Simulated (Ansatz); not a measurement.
LiF:
```xyz
4
Lattice="3.2802 0.0000 0.0000 -1.6401 2.8407 0.0000 0.0000 0.0000 3.9994" Properties=species:S:1:pos:R:3 pbc="T T T"
Li     0.0000     1.8938     2.9996
F      1.6401     0.9469     2.9996
F      0.0000     1.8938     0.9999
Li     1.6401     0.9469     0.9999
```

Relaxed with r²SCAN.

**Question.** Map the valence electron density (e/Å³), cut off at 3 on the plane through (0.333, 0.667, 0.750) spanned by u = [1, 1, 0] and v = [1, -1, 0] in lattice vectors, from DFT-r²SCAN in the program Ansatz with PAW potentials.

**Answer.** x is the fraction of u, y of v (the angle between them is 90°; rows are the nearest grid lines); atoms in the plane: Li at (0.00, 0.00), Li at (0.50, 0.50), F at (0.00, 0.33), F at (0.50, 0.83).
```
|99700000100000799|
|99500112321100599|
|75100247974200157|
|00001599999510000|
|00002699999620000|
|00001499999410000|
|00001259995210000|
|00000001110000000|
|00000000000000000|
|00000000100000000|
|00000015751000000|
|00000059995000000|
|32110059995001123|
|97420015751002479|
|99931000000013999|
|99951000000015999|
|99962000000026999|
|99521000000012599|
|43210000000001234|
|11000000000000011|
|00000000000000000|
|75100000000000157|
|99500000000000599|
|99700000100000799|
```
Scale: ten equal steps from 0.017 (start of '0') to 3.00 (end of '9'), in the order '0123456789'; x runs from 0.000 to 1.00, y from 0.000 (bottom) to 1.00 (top).

The density is the valence pseudo-density with augmentation charge, so density and ELF within about 1 Å of a nucleus are not all-electron values.

Space group P6_3/mmc. The start of the workflow was typed in or built on a structure type; neither database checked (COD, Materials Project) lists it. It is not the phase usual at ambient conditions (space group No. 225). The cell was relaxed with r²SCAN under the symmetry of its start; whether a distortion lowers the energy is not shown.

Potentials: the later of the program's two PAW sets.
